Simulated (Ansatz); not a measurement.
An Ansatz (an electronic-structure program) input:

Ansatz 0.2 input:
```yaml
crystal:
  lattice:
    - [-4.0051108682, 4.0051108682, 4.0051108682]
    - [4.0051108682, -4.0051108682, 4.0051108682]
    - [4.0051108682, 4.0051108682, -4.0051108682]
  atoms:
    - { symbol: Sb, position: [0.0, 0.25, 0.5] }
    - { symbol: Sb, position: [0.25, 0.5, 0.0] }
    - { symbol: Sb, position: [0.5, 0.0, 0.25] }
    - { symbol: Sb, position: [0.25, 0.25, 0.25] }
kpoints:
  mp_grid: { grid: [6, 6, 6] }
  band_path:
    path:
      - [[0.0, 0.0, 0.0], [0.5, -0.5, 0.5], [0.0, 0.0, 0.5], [0.0, 0.0, 0.0], [0.25, 0.25, 0.25], [0.5, -0.5, 0.5]]  # Γ-H-N-Γ-P-H
      - [[0.25, 0.25, 0.25], [0.0, 0.0, 0.5]]  # P-N
    npoints: 12
hamiltonian:
  xc: r2scan
  pseudopotentials: { azcp: { folder: ./paw }, kind: paw_fr }
magnetization: { noncollinear: true, spin_orbit: true }
scf:
  n_extra_bands: 12
  convergence: { dr2_threshold: 0.0000000001 }
  occupations: { method: gaussian, width: 0.05 }
output: { eigenvalues: true }
```

### Question
How many symmetry operations and irreducible k-points will the run report?

### Answer
24 operations, 16 of 216 k-points.

### Question
With a cutoff of 500 eV, how many plane waves at Γ?

### Answer
6531.

It took very roughly 10 core-minutes on shared server cores.

Space group I4_132. The start of the workflow was typed in or built on a structure type; neither database checked (COD, Materials Project) lists it. It is not the phase usual at ambient conditions (space group No. 166). The cell was relaxed with r²SCAN under the symmetry of its start; whether a distortion lowers the energy is not shown. The volume moved by 66 % from the start of the relaxation.

Potentials: the earlier of the program's two PAW sets.

Ansatz is a plane-wave DFT program.
